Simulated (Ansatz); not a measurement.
Mg in space group Fd-3m (No. 227; Mg on 8a, Mg on 16d) under volume change, PBE (plane waves, PAW; program Ansatz), scaled uniformly.

```csv
V (Å³/atom),E − E(relaxed) (meV/atom),P (GPa)
21.651,24.0,3.88
22.365,10.1,2.39
23.078,2.4,1.10
23.792,0.0,0.00
24.506,2.2,-0.95
25.220,?,?
25.934,?,?
```

Some entries are withheld; supply them.


- 25.934, E − E(relaxed) (meV/atom): 17.7
- 25.934, P (GPa): -2.46
- 25.220, E − E(relaxed) (meV/atom): 8.2
- 25.220, P (GPa): -1.76

What does a third-order Birch–Murnaghan fit give for V₀, B₀ and B′?

V₀ = 23.79 Å³/atom, B₀ = 34.0 GPa, B′ = 4.1.

The start of the workflow was typed in or built on a structure type; neither database checked (COD, Materials Project) lists it. It is not the phase usual at ambient conditions (space group No. 194). Symmetry was held in the PBE relaxation; its stability against distortions is not shown here.

Potentials: the earlier of the program's two PAW sets.
